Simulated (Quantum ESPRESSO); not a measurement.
# Cu2W5Nb: input and log of a self-consistent run

A calculation, not a measurement. The program is pw.x of Quantum ESPRESSO 7.5 (plane-wave density functional theory). The cell is made up: eight metal atoms on a face-centred cubic lattice, with elements, volume, strain and displacements drawn at random and not relaxed, so it may be unstable or far from any real phase. PseudoDojo standard norm-conserving files set the functional (PBE unless stated); there is no spin polarisation or spin-orbit coupling, the Fermi-Dirac width of 0.25 eV means electrons at about 2900 K, and the masses in the input are unused placeholders. The copper pseudopotential is less sure than most, with forces differing by about three percent and pressure by about two GPa from a second method on plain copper. Heavy elements are run without spin-orbit coupling, which real alloys of them have. A spin test at this wide smearing found no moment, but such smearing suppresses magnetism that the real alloy may have.

Input:

```
&control calculation='scf', pseudo_dir='./dojo.nc.sr.pbe.v0_5.standard.upf', outdir='./o', disk_io='minimal', tprnfor=.true., tstress=.true. /
&system ibrav=0, nat=8, ntyp=3, nbnd=77, ecutwfc=92.02030273, nosym=.true., tot_charge=0,
 occupations='smearing', smearing='fd', degauss=0.0183746611
/
&electrons conv_thr=1.470e-08, electron_maxstep=70, mixing_beta=0.5 /
ATOMIC_SPECIES
Cu 1.0 Cu.upf
Nb 1.0 Nb.upf
W 1.0 W.upf
CELL_PARAMETERS angstrom
-3.9602 -0.0328 -0.0255
-0.0073 -3.9031 3.9116
0.0619 5.7653 1.8664
ATOMIC_POSITIONS angstrom
Cu 0.0368 0.0415 -0.0308
W 0.0402 1.9093 1.8061
W 0.055 -2.0239 2.0163
W 0.1003 -0.0737 3.8937
Cu -1.9525 3.7473 1.922
W -1.9644 -0.0614 1.8845
Nb -2.0127 1.9181 3.8918
W -1.9786 -2.0301 3.8219
K_POINTS automatic
6 5 4 1 1 1
```

The log is shortened where brackets say so; the opening notice, blank lines, dates and the lines on written files are dropped, and the path of the files is cut. It prints rydbergs, bohrs and kilobars, and counts compression as positive stress. Its total energy is the free energy E - TS of the whole cell.

```
     Program PWSCF v.7.5
     Parallel version (MPI & OpenMP), running on       4 processor cores
     Number of MPI processes:                 4
     Threads/MPI process:                     1
     [start-up lines left out]
     bravais-lattice index     =            0
     lattice parameter (alat)  =       7.4841  a.u.
     unit-cell volume          =     797.2767 (a.u.)^3
     number of atoms/cell      =            8
     number of atomic types    =            3
     number of electrons       =       121.00
     number of Kohn-Sham states=           77
     kinetic-energy cutoff     =      92.0203  Ry
     charge density cutoff     =     368.0812  Ry
     scf convergence threshold =      1.5E-08
     mixing beta               =       0.5000
     number of iterations used =            8  plain     mixing
     Exchange-correlation= PBE
                           (   1   4   3   4   0   0   0)
     [axes and pseudopotential details left out]
   Cartesian axes
     site n.     atom                  positions (alat units)
         1        Cu     tau(   1) = (   0.0092919   0.0104787  -0.0077770  )
         2        W      tau(   2) = (   0.0101504   0.4820956   0.4560377  )
         3        W      tau(   3) = (   0.0138874  -0.5110319   0.5091129  )
         4        W      tau(   4) = (   0.0253256  -0.0186091   0.9831538  )
         5        Cu     tau(   5) = (  -0.4930035   0.9461880   0.4853023  )
         6        W      tau(   6) = (  -0.4960083  -0.0155034   0.4758336  )
         7        Nb     tau(   7) = (  -0.5082039   0.4843176   0.9826741  )
         8        W      tau(   8) = (  -0.4995937  -0.5125974   0.9650244  )
     number of k points=    60  Fermi-Dirac smearing, width (Ry)=  0.0184
                       cart. coord. in units 2pi/alat
        k(    1) = (  -0.0845897   0.0408532   0.1418546), wk =   0.0333333
        k(    2) = (  -0.0864990   0.1706743   0.2713900), wk =   0.0333333
     [further k points left out]
     Dense  grid:    95019 G-vectors     FFT dimensions: (  45,  64,  72)
     Estimated max dynamical RAM per process >     390.06 MB
     Estimated total dynamical RAM >       1.46 GB
     Initial potential from superposition of free atoms
     starting charge     120.9945, renormalised to     121.0000
     Starting wfcs are   80 randomized atomic wfcs
     total cpu time spent up to now is        5.4 secs
     per-process dynamical memory:   309.6 Mb
     Self-consistent Calculation
     iteration #  1     ecut=    92.02 Ry     beta= 0.50
     Davidson diagonalization with overlap
     ethr =  1.00E-02,  avg # of iterations =  3.4
     total cpu time spent up to now is       19.2 secs
     total energy              =   -1629.53993574 Ry
     estimated scf accuracy    <      17.70615410 Ry
     iteration #  2     ecut=    92.02 Ry     beta= 0.50
     Davidson diagonalization with overlap
     ethr =  1.00E-02,  avg # of iterations =  3.0
     total cpu time spent up to now is       34.1 secs
     total energy              =   -1637.78566695 Ry
     estimated scf accuracy    <      52.30449847 Ry
     iteration #  3     ecut=    92.02 Ry     beta= 0.50
     Davidson diagonalization with overlap
     ethr =  1.00E-02,  avg # of iterations =  2.5
     total cpu time spent up to now is       47.6 secs
     total energy              =   -1641.62801546 Ry
     estimated scf accuracy    <       8.30028908 Ry
     iteration #  4     ecut=    92.02 Ry     beta= 0.50
     Davidson diagonalization with overlap
     ethr =  6.86E-03,  avg # of iterations =  1.1
     total cpu time spent up to now is       57.9 secs
     total energy              =   -1641.55575030 Ry
     estimated scf accuracy    <       3.90675317 Ry
     iteration #  5     ecut=    92.02 Ry     beta= 0.50
     Davidson diagonalization with overlap
     ethr =  3.23E-03,  avg # of iterations =  2.0
     total cpu time spent up to now is       68.5 secs
     total energy              =   -1641.24658806 Ry
     estimated scf accuracy    <       2.01871814 Ry
     [iterations 6 to 15 left out]
     iteration # 16     ecut=    92.02 Ry     beta= 0.50
     Davidson diagonalization with overlap
     ethr =  4.22E-09,  avg # of iterations =  3.3
     total cpu time spent up to now is      205.2 secs
     total energy              =   -1641.30391369 Ry
     estimated scf accuracy    <       0.00000131 Ry
     iteration # 17     ecut=    92.02 Ry     beta= 0.50
     Davidson diagonalization with overlap
     ethr =  1.08E-09,  avg # of iterations =  2.0
     total cpu time spent up to now is      217.0 secs
     total energy              =   -1641.30391384 Ry
     estimated scf accuracy    <       0.00000007 Ry
     iteration # 18     ecut=    92.02 Ry     beta= 0.50
     Davidson diagonalization with overlap
     ethr =  5.93E-11,  avg # of iterations =  4.8
     total cpu time spent up to now is      231.8 secs
     total energy              =   -1641.30391386 Ry
     estimated scf accuracy    <       0.00000007 Ry
     iteration # 19     ecut=    92.02 Ry     beta= 0.50
     Davidson diagonalization with overlap
     ethr =  5.51E-11,  avg # of iterations =  2.0
     total cpu time spent up to now is      242.9 secs
     total energy              =   -1641.30391386 Ry
     estimated scf accuracy    <       0.00000002 Ry
     iteration # 20     ecut=    92.02 Ry     beta= 0.50
     Davidson diagonalization with overlap
     ethr =  1.74E-11,  avg # of iterations =  1.8
     total cpu time spent up to now is      253.7 secs
     End of self-consistent calculation
     [lines on levels left out]
!    total energy              =   -1641.30391387 Ry
     estimated scf accuracy    <          2.7E-09 Ry
     smearing contrib. (-TS)   =      -0.09422857 Ry
     internal energy E=F+TS    =   -1641.20968530 Ry
     The total energy is F=E-TS. E is the sum of the following terms:
     one-electron contribution =    -569.22694546 Ry
     hartree contribution      =     360.64346898 Ry
     xc contribution           =    -285.49156653 Ry
     ewald contribution        =   -1147.13464229 Ry
     convergence has been achieved in  20 iterations
     Forces acting on atoms (cartesian axes, Ry/au):
     atom    1 type  1   force =    -0.01739022   -0.04722326    0.03091247
     atom    2 type  3   force =    -0.02222977   -0.00527785    0.00997327
     atom    3 type  3   force =    -0.06392748    0.05968029   -0.09934726
     atom    4 type  3   force =    -0.05285706    0.04519612    0.04174009
     atom    5 type  1   force =     0.01207402    0.02333821   -0.01778321
     atom    6 type  3   force =     0.02477627   -0.02265682   -0.05638928
     atom    7 type  2   force =     0.08321914   -0.08710152   -0.01120079
     atom    8 type  3   force =     0.03633510    0.03404483    0.10209471
     Total force =     0.247104     Total SCF correction =     0.000262
     Computing stress (Cartesian axis) and pressure
          total   stress  (Ry/bohr**3)                   (kbar)     P=      178.81
   0.00127693  -0.00010601  -0.00010156          187.84      -15.59      -14.94
  -0.00010601   0.00106552   0.00022250          -15.59      156.74       32.73
  -0.00010156   0.00022250   0.00130411          -14.94       32.73      191.84
     init_run     :      5.10s CPU      5.25s WALL (       1 calls)
     electrons    :    243.95s CPU    248.37s WALL (       1 calls)
     forces       :      2.31s CPU      2.32s WALL (       1 calls)
     stress       :      8.00s CPU      8.13s WALL (       1 calls)
     [timing details left out]
     PWSCF        :   4m19.51s CPU   4m24.23s WALL
     JOB DONE.
```

In other units: free energy -22331.077 eV for the cell, pressure 17.88 GPa, largest force component 2.625 eV/Å in size. The run took 266 s of wall time with four MPI processes on a shared machine (AMD EPYC, Zen 5, virtual cores), so the time is rough. A rerun of this cell at a higher cutoff and on a denser mesh moved values by no more than 0.005 eV in energy, 0.09 GPa in stress and 0.014 eV/Å in force, and a second program with other atomic files agreed on that cell to 2 % rms in force and 0.5 GPa in pressure.